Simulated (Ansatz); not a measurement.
The start is a generated cell, TaN placed in the FeSi structure type. The structure is fully relaxed (lattice and positions, P = 0) with PBEsol (plane waves to 420 eV, PAW, scalar-relativistic; Ansatz, an electronic-structure program). First-step values are on the input's coarse k-mesh.

Ansatz input (later rounds restart from its end on a renewed k-mesh):
Ansatz 0.2 input:
```yaml
crystal:
  lattice:
    - [4.343322, 0, 0]
    - [0, 4.343322, 0]
    - [0, 0, 4.343322]
  atoms:
    - { symbol: Ta, position: [0.13652, 0.13652, 0.13652] }
    - { symbol: Ta, position: [0.63652, 0.36348, 0.86348] }
    - { symbol: Ta, position: [0.86348, 0.63652, 0.36348] }
    - { symbol: Ta, position: [0.36348, 0.86348, 0.63652] }
    - { symbol: N, position: [0.8424, 0.8424, 0.8424] }
    - { symbol: N, position: [0.3424, 0.6576, 0.1576] }
    - { symbol: N, position: [0.1576, 0.3424, 0.6576] }
    - { symbol: N, position: [0.6576, 0.1576, 0.3424] }
basis: { ecutwfc: 420, ecutrho_ratio: 4, xc_grid: 2, fft_grid_basis: typed }
kpoints: { mp_grid: { grid: [5, 5, 5] } }
hamiltonian:
  xc: pbesol
  dispersion: none
  pseudopotentials: { azcp: { folder: ./paw }, kind: paw }
scf: { occupations: { method: fermi_dirac, width: 0.05 } }
relax: { f_tol: 0.01, max_steps: 100, cell: { stress_tol: 0.02 } }
output: { forces: true, stress: true }
```

Problem. How large is the pressure on the unrelaxed cell, and of which sign?

Solution. +20 GPa (positive: the cell is compressed).

Problem. What is the largest force in the starting geometry, and on which atom (counted from 1)?

Solution. About 1.8 eV/Å, on Ta1, Ta2, Ta3, Ta4 (atoms numbered as listed).

Problem. By how much does the energy per atom fall from start to end?

Solution. 0.89 to 0.91 eV/atom (the two k-meshes of the run give this range).

Problem. How does the volume per atom move from start to end?

Solution. +2.2 %, from 10.24 to 10.47 Å³/atom.

Problem. What band gap does the relaxed structure have at this level?

Solution. Zero (metallic).

Problem. What does it relax into? Give the structure.

Solution. 
```cif
data_N4Ta4
_chemical_formula_sum 'Ta4 N4'
_space_group_name_H-M_alt 'P213'
_space_group_IT_number 198
_space_group_name_Hall 'P 2ac 2ab 3'
_cell_length_a 4.37517
_cell_length_b 4.37517
_cell_length_c 4.37517
_cell_angle_alpha 90.000
_cell_angle_beta 90.000
_cell_angle_gamma 90.000
loop_
_atom_site_label
_atom_site_type_symbol
_atom_site_symmetry_multiplicity
_atom_site_Wyckoff_symbol
_atom_site_fract_x
_atom_site_fract_y
_atom_site_fract_z
_atom_site_occupancy
Ta1 Ta 4 a 0.23336 0.23336 0.23336 1
N1 N 4 a 0.76632 0.76632 0.76632 1
```

The space group stays P2₁3 (No. 198) (the run could not lower it), with 8 atoms in the primitive cell. Final values are on a 11×11×11 k-mesh of the relaxed cell. No spin polarisation in the result.

The run could not lose the symmetry of its start, so the end can be a saddle point.

The relaxed structure here is a generated cell of TaN: the first start was made by placing the elements on the sites of a structure type, and the end was not matched to a known phase here, so it may be hypothetical. Known forms of TaN include space group No. 225.
